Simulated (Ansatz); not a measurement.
HfTeS:
```xyz
3
Lattice="3.8127 0.0000 0.0000 -1.9064 3.3019 0.0000 0.0000 0.0000 6.4587" Properties=species:S:1:pos:R:3 pbc="T T T"
Hf     0.0000     2.2013     0.1941
Te     0.0000     0.0000     4.7889
S      1.9064     1.1006     1.4757
```

Relaxed with r²SCAN+D4. Special points in fractions of this cell's reciprocal vectors: Γ (0.000, 0.000, 0.000); M (0.500, 0.000, 0.000); K (0.333, 0.333, 0.000); A (0.000, 0.000, 0.500); L (0.500, 0.000, 0.500); H (0.333, 0.333, 0.500).

**Question.** List the band energies nearest the Fermi level at these points for plane-wave PAW r²SCAN+D4 with spin–orbit coupling (Ansatz code).

**Answer.** In eV from the Fermi level; about four levels below and three above (degenerate sets whole), none deeper than 8.9 eV; points with the same levels are listed once.

| k | below | above |
|---|---|---|
| Γ | -1.49 -1.49 -0.35 -0.35 | 0.09 0.09 0.67 0.67 |
| M | -2.96 -2.96 -1.72 -1.72 | 0.12 0.12 2.33 2.33 |
| K | -3.34 -3.04 -2.91 -2.84 | 1.39 1.39 1.60 |
| A | -0.54 -0.54 -0.03 -0.03 | 0.67 0.67 0.70 0.70 |
| L | -1.53 -1.53 -0.01 -0.01 | 2.33 2.33 2.59 2.59 |
| H | -3.13 -2.90 -2.78 -2.73 | 1.38 1.39 1.55 |

Space group P3m1. The first step of the workflow began from a Materials Project structure, measured or hypothetical; the Crystallography Open Database copy checked does not list it. Whether it is the stable phase at ambient conditions was not checked. Symmetry was held in the r²SCAN+D4 relaxation; whether a distortion lowers the energy is not shown. No spin polarisation was allowed.

Potentials: the later of the program's two PAW sets.
